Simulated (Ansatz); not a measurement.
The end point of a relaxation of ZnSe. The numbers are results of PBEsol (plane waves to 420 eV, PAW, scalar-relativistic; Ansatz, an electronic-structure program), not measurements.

```xyz
2
Lattice="0.0000 2.8168 2.8168 2.8168 0.0000 2.8168 2.8168 2.8168 0.0000" Properties=species:S:1:pos:R:3 pbc="T T T"
Zn     4.2252     4.2252     4.2252
Se     0.0000     0.0000     0.0000
```

**Question.** Find the space group and the Wyckoff positions (tolerance 0.01 Å).

**Answer.** Space group F-43m (No. 216); a = b = c = 5.634 Å, α = β = γ = 90.00°

| atom | site | symmetry | x | y | z |
|---|---|---|---|---|---|
| Zn | 4c | -43m | 0.2500 | 0.2500 | 0.2500 |
| Se | 4a | -43m | 0.0000 | 0.0000 | 0.0000 |

This is the zinc blende type.

**Question.** Give the shortest distances between elements (the closest pairs, up to four, under 3.6 Å).

**Answer.** Se–Zn 2.44 Å.

```json
{
 "volume_per_atom": "22.35 Å³",
 "band_gap": "1.24 eV, direct at Γ (no spin-orbit coupling)"
}
```

No spin polarisation in the result.

Measured for ZnSe: a 5.6676 Å (room temperature; as listed in Martin Albrecht, Beate Paulus, Hermann Stoll, Phys. Rev. B (1997)); gap 2.87 eV (static lattice; corrected from measurement; as listed in Wei Chen et al., Physical Review Materials (2018)). Computed minus measured — a: PBEsol -0.6 %; gap: PBEsol -1.63 eV. The computed values are for a static lattice, and a measured gap can be an optical one, lowered by exciton binding.

It was reached from a disturbed copy of a P-6m2 (No. 187) cell (AFLOW prototype AB_hP2_187_d_a (B_h, as in WC)), against which it lies -0.48 eV/atom.
